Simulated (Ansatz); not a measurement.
Computed properties of Sn2Pt

Sn₂Pt:
```yaml
crystal:
  lattice:
    - [0.00000, 4.14154, 4.14154]
    - [4.14154, 0.00000, 4.14154]
    - [4.14154, 4.14154, 0.00000]
  atoms:
    - { symbol: Sn, position: [0.62500, 0.62500, 0.62500] }
    - { symbol: Sn, position: [0.12500, 0.62500, 0.62500] }
    - { symbol: Sn, position: [0.62500, 0.12500, 0.62500] }
    - { symbol: Sn, position: [0.62500, 0.62500, 0.12500] }
    - { symbol: Pt, position: [0.25000, 0.25000, 0.25000] }
    - { symbol: Pt, position: [0.00000, 0.00000, 0.00000] }
```

Space group Fd-3m (No. 227), cubic Laves (MgCu2 type); conventional cell a = b = c = 8.283 Å, α = β = γ = 90.00°.

Method: r²SCAN in the plane-wave PAW code Ansatz. The cell and atoms are relaxed at this level. Other levels are named where they apply.

Cell and energy:

```yaml
volume_per_atom: 23.68 Å³
density: 10.11 g/cm³
Formation energy from the elements (no fitted shifts): 0.78 eV/atom
```

Electronic structure:

```yaml
electronic_character: metallic (no gap)
Density of states at the Fermi level: 0.39 states/eV per atom (mean over ±0.08 eV)
Gap with spin–orbit coupling: none (metallic)
```

Mechanics:

```yaml
Bulk modulus (Birch–Murnaghan fit): 71.5 GPa
Pressure derivative B′: 5.1
```

Charges:

```yaml
bader_charges: Sn +0.27, Pt -0.55 e
```

The cell is a constructed one: a structure type filled with these elements; neither database checked (COD, Materials Project) lists it. COD files the formula under space group No. 225, so this cell is another polymorph or a model. Whether it is the stable phase at ambient conditions was not checked. The r²SCAN relaxation kept the symmetry of its start; whether a distortion lowers the energy is not shown. The run is not spin-polarised. The references are the lowest solids computed at this level, not always the standard phases. Scalar-relativistic: spin–orbit coupling is off unless named, which matters more the heavier the elements.

Potentials: the earlier of the program's two PAW sets.
